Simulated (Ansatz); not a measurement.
ZrCd3:
```yaml
crystal:
  lattice:
    - [4.34088, 0.00000, 0.00000]
    - [0.00000, 4.34088, 0.00000]
    - [0.00000, 0.00000, 4.33875]
  atoms:
    - { symbol: Cd, position: [0.00000, 0.50000, 0.50000] }
    - { symbol: Cd, position: [0.50000, 0.00000, 0.50000] }
    - { symbol: Cd, position: [0.50000, 0.50000, 0.00000] }
    - { symbol: Zr, position: [0.00000, 0.00000, 0.00000] }
```

Relaxed with PBEsol. Special points in fractions of this cell's reciprocal vectors: Γ (0.000, 0.000, 0.000); X (0.000, 0.500, 0.000); M (0.500, 0.500, 0.000); Z (0.000, 0.000, 0.500); R (0.000, 0.500, 0.500); A (0.500, 0.500, 0.500).

**Question.** List the band energies nearest the Fermi level at these points for PBEsol in the plane-wave PAW code Ansatz.

**Answer.** In eV from the Fermi level; about four levels below and three above (degenerate sets whole), none deeper than 8.9 eV; points with the same levels are listed once.

```csv
k,below,above
Γ,-7.52 -7.52 -7.52 -0.70 -0.69,0.26 0.26 0.27
X,-5.59 -0.46 -0.45 -0.36,1.79 1.95 2.64
M,-4.92 -3.12 -3.12 -2.85,0.22 0.22 2.00
Z,-5.59 -0.46 -0.46 -0.36,1.79 1.95 2.64
A,-2.10 -1.02 -1.02 -1.02,2.42 2.42 3.73
```

Space group Pm-3m (Cu3Au type). The workflow started from an entry of the Crystallography Open Database (COD); the relaxed space group is not among those it files for this formula. COD files the formula under space group No. 123, so this cell is another polymorph or a model. Whether it is the stable phase at ambient conditions was not checked. The PBEsol relaxation kept the symmetry of its start; whether a distortion lowers the energy is not shown. The run is not spin-polarised. Point labels and valley counts follow the cell and symmetry of the run, lower than the named group. Scalar-relativistic: spin–orbit coupling is off unless named, which matters more the heavier the elements.

Potentials: the later of the program's two PAW sets.
